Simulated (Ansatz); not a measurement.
## Surface calculation: CsCl AlNi (110), 3 layers

The slab is cut from the CsCl crystal, which needn't be the stable phase, as relaxed on PAW files (11.37 Å³/atom), with 16 Å of vacuum and a dipole correction:

```yaml
crystal:
  lattice:
    - [2.83285, 0.00000, 0.00000]
    - [0.00000, 4.00626, 0.00000]
    - [0.00000, 0.00000, 20.00630]
  atoms:
    - { symbol: Ni, position: [0.75000, 0.25000, 0.39988] }
    - { symbol: Al, position: [0.25000, 0.75000, 0.39988] }
    - { symbol: Ni, position: [0.75000, 0.75000, 0.50000] }
    - { symbol: Al, position: [0.25000, 0.25000, 0.50000] }
    - { symbol: Ni, position: [0.75000, 0.25000, 0.60012] }
    - { symbol: Al, position: [0.25000, 0.75000, 0.60012] }
```

Level of theory: DFT with LDA, scalar-relativistic, in Ansatz 0.2.0; a Γ-centred 13×9×1 k mesh, Fermi–Dirac smearing of 0.1 eV, no spin polarisation. LAPW: all electrons, basis error target 1 meV/atom; PAW: frozen-core files, cutoff 420 eV.

The bulk energy comes from a cell in the slab's orientation on a 13×9×9 mesh. The surface energy is (E(slab) − N·E(bulk))/2A at zero smearing, the mean of both faces; thin slabs carry quantum-size effects.

Spin polarisation is left out, though a magnetic state may lie lower. The PAW files were made under PBE.

Question: As cut, the LAPW slab lies 2.836 eV above 6 atoms of bulk. What surface energy is that?

Answer: Over two faces of 11.35 Å² it is 124.9 meV/Å², and times 16.02 J/m² per eV/Å² that gives γ = 2.002 J/m².

Question: What do relaxation and the other method give, and what work function comes out?

Answer: 

```csv
method,γ as cut (J/m²),γ relaxed (J/m²),Φ as cut (eV),Φ relaxed (eV)
LAPW,2.002,1.882,5.15,4.94
PAW,2.001,1.881,5.15,4.94
```

Question: How do the spacings between the planes relax?

Answer: From the bottom face up: d12 -0.9 % of 2.003 Å, d23 -0.9 % of 2.003 Å. The outer plane rumples by 0.209 Å.

Question: What changes if the vacuum is set to 11 Å?

Answer: LAPW then gives: no gap, work function 4.94 eV; PAW: no gap, work function 4.94 eV. The program warns that the vacuum is too thin.
